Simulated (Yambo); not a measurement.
```
TiTl2F6
1.0
    5.91908     0.00000     0.00000
   -2.95954     5.12607     0.00000
    0.00000     0.00000     4.76419
F Ti Tl
6 1 2
Direct
  0.84779   0.15221   0.77892
  0.15221   0.84779   0.22108
  0.84779   0.69558   0.77892
  0.15221   0.30442   0.22108
  0.30442   0.15221   0.77892
  0.69558   0.84779   0.22108
  0.00000   0.00000   0.00000
  0.66667   0.33333   0.31259
  0.33333   0.66667   0.68741
```

Response from Yambo on LDA (Quantum ESPRESSO, PseudoDojo norm-conserving, 84 Ry, no spin-orbit coupling) bands: 3×3×4 mesh, 124 bands, 3 Ry local-field block, 0.2 eV broadening.

Task: Give the static electronic dielectric constant without and with local fields along each axis.

Result: 
```tsv
field along	ε(0), independent particles	ε(0), RPA with local fields	refractive index √ε
x	3.97	3.26	1.80
z	3.78	3.04	1.74
```
Electronic (clamped-ion) response only. Spin-orbit coupling, left out here, changes gap and response of such heavy elements. Convergence of the RPA response with its 3×3×4 mesh was not tested. x, y and z are Cartesian axes of the cell as given.

Geometry of the Materials Project entry, not relaxed at this level.

The structure is a Materials Project entry; no match was found in the copy of COD used, and its stability was not checked.
